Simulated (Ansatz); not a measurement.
Relaxed-ion elastic tensor of TiAl (L1₀ or tetragonal B2, P4/mmm) in GPa (Voigt order), DFT-PBE in the program Ansatz with PAW potentials; density 3.83 g/cm³, 16.23 Å³ per atom.

```
 196  59.8  84.9   0.0   0.0   0.0
59.8   196  84.9   0.0   0.0   0.0
84.9  84.9   169   0.0   0.0   0.0
 0.0   0.0   0.0   111   0.0   0.0
 0.0   0.0   0.0   0.0   111   0.0
 0.0   0.0   0.0   0.0   0.0  39.9
```

**Question.** Is the crystal mechanically stable?

**Answer.** Yes: the smallest eigenvalue of C is 39.9 GPa.

**Question.** Work out the Voigt, Reuss and Hill averages.

**Answer.** K_V = 113, K_R = 113, K_H = 113; G_V = 74.7, G_R = 61.6, G_H = 68.1 GPa.

**Question.** Give Young's modulus, Poisson's ratio, Pugh's ratio and the universal anisotropy index.

**Answer.** E = 9KG/(3K + G) = 170 GPa; ν = 0.25; K/G = 1.67 (near the Pugh limit of 1.75, no verdict); A_U = 5G_V/G_R + K_V/K_R − 6 = 1.06.

**Question.** Estimate the sound speeds and the Debye temperature.

**Answer.** v_l = √((K + 4G/3)/ρ) = 7310 m/s, v_t = √(G/ρ) = 4220 m/s, mean 4680 m/s; Θ = (h/k)(3n/4πV)^(1/3) v_m = 551 K.

**Question.** How much does each axis shrink under pressure?

**Answer.** Linear compressibilities β_i = Σ_j S_ij (j = 1 to 3): x 2.9, y 2.9, z 3.0 per TPa.

The cell was relaxed with PBE under the symmetry of its start; phonons on a q-mesh show no instability. No spin polarisation was allowed. As this level gives no gap, shear constants depend on the k-mesh and smearing (Fermi–Dirac, 0.1 eV here).

Potentials: the later of the program's two PAW sets.
